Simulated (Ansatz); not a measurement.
Sr:
```
Sr
1.0
    0.00000     3.03983     3.03983
    3.03983     0.00000     3.03983
    3.03983     3.03983     0.00000
Sr
1
Cartesian
  0.00000   0.00000   0.00000
```

Relaxed with r²SCAN+D4. Special points in fractions of this cell's reciprocal vectors: Γ (0.000, 0.000, 0.000); X (0.500, 0.000, 0.500); U (0.625, 0.250, 0.625); K (0.375, 0.375, 0.750); L (0.500, 0.500, 0.500); W (0.500, 0.250, 0.750).

Question: List the band energies nearest the Fermi level at these points for plane-wave PAW r²SCAN+D4 (Ansatz code).

Answer: In eV from the Fermi level; about four levels below and three above (degenerate sets whole), none deeper than 8.9 eV; points with the same levels are listed once.

```csv
k,below,above
Γ,-3.80,2.71 2.71 2.71
X,-0.56,0.53 1.00 5.30
U,-0.03,0.36 0.86 3.75
L,-1.04 -0.05,2.52 2.52 5.30 5.30
W,–,0.13 0.71 0.71
```

Space group Fm-3m (fcc (Cu type)). Symmetry was held in the r²SCAN+D4 relaxation. The pairwise dispersion correction was not fitted to metals. Scalar-relativistic: spin–orbit coupling is off unless named, which matters more the heavier the elements.

Potentials: the later of the program's two PAW sets.
